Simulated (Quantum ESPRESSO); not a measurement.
# Hf2SiTiO8: input and log of a self-consistent run

Computed values, not a measurement. The program is pw.x of Quantum ESPRESSO 7.5 (plane-wave density functional theory). The cell is made up: 12 atoms on a rutile lattice, with randomly drawn elements, strain and displacements, not relaxed. PseudoDojo standard norm-conserving files (v0.5 for PBE, v0.4.1 for LDA and PBEsol) set the functional; there is no spin polarisation, spin-orbit coupling or dispersion term, and the masses in the input are unused placeholders.

The hafnium pseudopotential is less sure than the others, with forces about 3 percent (worst 6) and pressure in oxides about 1.5 GPa (worst 2.7) from a second method in checks, which no rerun with the same files tests.

Input:

```
&control calculation='scf', pseudo_dir='./dojo.nc.sr.pbe.v0_5.standard.upf', outdir='./o', disk_io='low', tprnfor=.true., tstress=.true. /
&system ibrav=0, nat=12, ntyp=4, nbnd=50, ecutwfc=84.00895049, nosym=.true., tot_charge=0,
 occupations='smearing', smearing='fd', degauss=0.0018374661
/
&electrons conv_thr=7.350e-09, electron_maxstep=60, /
ATOMIC_SPECIES
Hf 1.0 Hf.upf
O 1.0 O.upf
Si 1.0 Si.upf
Ti 1.0 Ti.upf
CELL_PARAMETERS angstrom
4.8392 0.0 0.0
0.0 4.8392 0.0
0.0 0.0 6.3468
ATOMIC_POSITIONS angstrom
Hf -0.0108 -0.0048 -0.0346
Si 2.4215 2.4408 1.5554
Hf 0.0093 -0.0264 3.1598
Ti 2.4283 2.451 4.7535
O 1.5144 1.4994 0.0123
O 3.3814 3.3989 -0.0017
O 3.9046 0.9214 1.5792
O 0.9532 3.8772 1.5857
O 1.4692 1.4454 3.1149
O 3.3538 3.3704 3.1746
O 3.8621 0.9599 4.7984
O 0.9417 3.8893 4.7808
K_POINTS automatic
5 5 4 1 1 1
```

The log is shortened where brackets say so; the opening notice, blank lines, dates and the lines on written files are dropped, and the path of the files is cut. It prints rydbergs, bohrs and kilobars, and counts compression as positive stress. With no partly filled state, the Fermi energy that it prints is only some level between the filled and the empty states on the mesh, and need not lie in the true gap.

```
     Program PWSCF v.7.5
     Parallel version (MPI & OpenMP), running on       4 processor cores
     Number of MPI processes:                 4
     Threads/MPI process:                     1
     [start-up lines left out]
     bravais-lattice index     =            0
     lattice parameter (alat)  =       9.1448  a.u.
     unit-cell volume          =    1002.9945 (a.u.)^3
     number of atoms/cell      =           12
     number of atomic types    =            4
     number of electrons       =        88.00
     number of Kohn-Sham states=           50
     kinetic-energy cutoff     =      84.0090  Ry
     charge density cutoff     =     336.0358  Ry
     scf convergence threshold =      7.3E-09
     mixing beta               =       0.7000
     number of iterations used =            8  plain     mixing
     Exchange-correlation= PBE
                           (   1   4   3   4   0   0   0)
     [axes and pseudopotential details left out]
   Cartesian axes
     site n.     atom                  positions (alat units)
         1        Hf     tau(   1) = (  -0.0022318  -0.0009919  -0.0071499  )
         2        Si     tau(   2) = (   0.5003926   0.5043809   0.3214168  )
         3        Hf     tau(   3) = (   0.0019218  -0.0054554   0.6529592  )
         4        Ti     tau(   4) = (   0.5017978   0.5064887   0.9822905  )
         5        O      tau(   5) = (   0.3129443   0.3098446   0.0025417  )
         6        O      tau(   6) = (   0.6987519   0.7023682  -0.0003513  )
         7        O      tau(   7) = (   0.8068689   0.1904034   0.3263349  )
         8        O      tau(   8) = (   0.1969747   0.8012068   0.3276781  )
         9        O      tau(   9) = (   0.3036039   0.2986857   0.6436808  )
        10        O      tau(  10) = (   0.6930484   0.6964788   0.6560175  )
        11        O      tau(  11) = (   0.7980865   0.1983592   0.9915689  )
        12        O      tau(  12) = (   0.1945983   0.8037072   0.9879319  )
     number of k points=    50  Fermi-Dirac smearing, width (Ry)=  0.0018
                       cart. coord. in units 2pi/alat
        k(    1) = (   0.1000000   0.1000000   0.0953079), wk =   0.0400000
        k(    2) = (   0.1000000   0.1000000   0.2859236), wk =   0.0400000
     [further k points left out]
     Dense  grid:   104325 G-vectors     FFT dimensions: (  54,  54,  72)
     Estimated max dynamical RAM per process >     301.79 MB
     Estimated total dynamical RAM >       1.10 GB
     Initial potential from superposition of free atoms
     starting charge      87.9941, renormalised to      88.0000
     Starting wfcs are   66 randomized atomic wfcs
     total cpu time spent up to now is        8.1 secs
     per-process dynamical memory:   233.9 Mb
     Self-consistent Calculation
     iteration #  1     ecut=    84.01 Ry     beta= 0.70
     Davidson diagonalization with overlap
     ethr =  1.00E-02,  avg # of iterations =  2.0
     total cpu time spent up to now is       21.6 secs
     total energy              =    -616.32834824 Ry
     estimated scf accuracy    <       4.51625591 Ry
     iteration #  2     ecut=    84.01 Ry     beta= 0.70
     Davidson diagonalization with overlap
     ethr =  5.13E-03,  avg # of iterations =  6.6
     total cpu time spent up to now is       43.0 secs
     total energy              =    -611.44665555 Ry
     estimated scf accuracy    <      48.01491265 Ry
     iteration #  3     ecut=    84.01 Ry     beta= 0.70
     Davidson diagonalization with overlap
     ethr =  5.13E-03,  avg # of iterations =  6.6
     total cpu time spent up to now is       62.4 secs
     total energy              =    -618.33532812 Ry
     estimated scf accuracy    <       3.97003300 Ry
     iteration #  4     ecut=    84.01 Ry     beta= 0.70
     Davidson diagonalization with overlap
     ethr =  4.51E-03,  avg # of iterations =  2.1
     total cpu time spent up to now is       77.3 secs
     total energy              =    -618.70210122 Ry
     estimated scf accuracy    <       0.91600903 Ry
     iteration #  5     ecut=    84.01 Ry     beta= 0.70
     Davidson diagonalization with overlap
     ethr =  1.04E-03,  avg # of iterations =  4.8
     total cpu time spent up to now is       92.4 secs
     total energy              =    -618.60603628 Ry
     estimated scf accuracy    <       0.66698761 Ry
     [iterations 6 to 13 left out]
     iteration # 14     ecut=    84.01 Ry     beta= 0.70
     Davidson diagonalization with overlap
     ethr =  2.83E-09,  avg # of iterations =  2.0
     total cpu time spent up to now is      252.4 secs
     total energy              =    -618.65170797 Ry
     estimated scf accuracy    <       0.00000045 Ry
     iteration # 15     ecut=    84.01 Ry     beta= 0.70
     Davidson diagonalization with overlap
     ethr =  5.11E-10,  avg # of iterations =  2.9
     total cpu time spent up to now is      267.3 secs
     total energy              =    -618.65170805 Ry
     estimated scf accuracy    <       0.00000002 Ry
     iteration # 16     ecut=    84.01 Ry     beta= 0.70
     Davidson diagonalization with overlap
     ethr =  2.65E-11,  avg # of iterations =  5.0
     total cpu time spent up to now is      289.0 secs
     total energy              =    -618.65170807 Ry
     estimated scf accuracy    <       0.00000004 Ry
     iteration # 17     ecut=    84.01 Ry     beta= 0.70
     Davidson diagonalization with overlap
     ethr =  2.65E-11,  avg # of iterations =  2.0
     total cpu time spent up to now is      302.8 secs
     total energy              =    -618.65170806 Ry
     estimated scf accuracy    <       0.00000001 Ry
     iteration # 18     ecut=    84.01 Ry     beta= 0.70
     Davidson diagonalization with overlap
     ethr =  1.35E-11,  avg # of iterations =  2.2
     total cpu time spent up to now is      317.5 secs
     End of self-consistent calculation
          k = 0.1000 0.1000 0.0953 ( 13046 PWs)   bands (ev):
   -53.0269 -52.8887 -50.0828 -26.3019 -26.2524 -26.1746 -22.1633 -21.7894
   -21.7686 -21.6513 -21.6013 -21.5321 -10.1921  -9.3205  -9.2222  -9.1339
    -8.7675  -8.5944  -8.5000  -8.4149   0.4851   2.7900   2.9023   3.2881
     3.5100   3.7848   3.8362   3.9179   4.2044   4.3826   4.6736   4.7249
     5.1584   5.2206   5.3476   5.5553   5.7201   5.8762   6.2362   6.5061
     6.6404   6.7819   6.9143   7.5064   8.9179   9.7746   9.9557  10.6307
    11.3137  11.6031
     [levels at the other k points left out]
     the Fermi energy is     8.1266 ev
!    total energy              =    -618.65170807 Ry
     estimated scf accuracy    <          5.6E-10 Ry
     smearing contrib. (-TS)   =      -0.00000000 Ry
     internal energy E=F+TS    =    -618.65170807 Ry
     The total energy is F=E-TS. E is the sum of the following terms:
     one-electron contribution =    -198.00670427 Ry
     hartree contribution      =     142.13142715 Ry
     xc contribution           =    -144.11350311 Ry
     ewald contribution        =    -418.66292784 Ry
     convergence has been achieved in  18 iterations
     Forces acting on atoms (cartesian axes, Ry/au):
     atom    1 type  1   force =     0.01462578    0.02586653    0.03328965
     atom    2 type  3   force =    -0.02327622   -0.01636767   -0.00168476
     atom    3 type  1   force =     0.00089160    0.02137497   -0.01117133
     atom    4 type  4   force =    -0.00091279   -0.01902540    0.00031871
     atom    5 type  2   force =     0.06203419    0.06892095    0.03562872
     atom    6 type  2   force =    -0.08448879   -0.08674667    0.03741196
     atom    7 type  2   force =    -0.06483025    0.07268402    0.00470154
     atom    8 type  2   force =     0.07216104   -0.07016378   -0.00186892
     atom    9 type  2   force =     0.07603033    0.08362538   -0.02039022
     atom   10 type  2   force =    -0.07083518   -0.07312199   -0.03501428
     atom   11 type  2   force =    -0.02056461    0.02953075   -0.02453180
     atom   12 type  2   force =     0.03916489   -0.03657708   -0.01668925
     Total force =     0.281334     Total SCF correction =     0.000048
     Computing stress (Cartesian axis) and pressure
          total   stress  (Ry/bohr**3)                   (kbar)     P=     -157.07
  -0.00096976   0.00026771  -0.00000389         -142.66       39.38       -0.57
   0.00026771  -0.00100189  -0.00000298           39.38     -147.38       -0.44
  -0.00000389  -0.00000298  -0.00123167           -0.57       -0.44     -181.18
     init_run     :      7.60s CPU      7.85s WALL (       1 calls)
     electrons    :    307.21s CPU    309.42s WALL (       1 calls)
     forces       :      2.83s CPU      2.87s WALL (       1 calls)
     stress       :     10.04s CPU     10.30s WALL (       1 calls)
     [timing details left out]
     PWSCF        :   5m27.97s CPU   5m30.86s WALL
     JOB DONE.
```

In other units: free energy -8417.185 eV for the cell, pressure -15.71 GPa, largest force component 2.230 eV/Å. A rerun of a related cell, with the same atoms placed differently, at 1437 eV and a 7 x 7 x 6 mesh moved values by no more than 0.003 eV in energy, 0.04 GPa in stress and 0.002 eV/Å in force.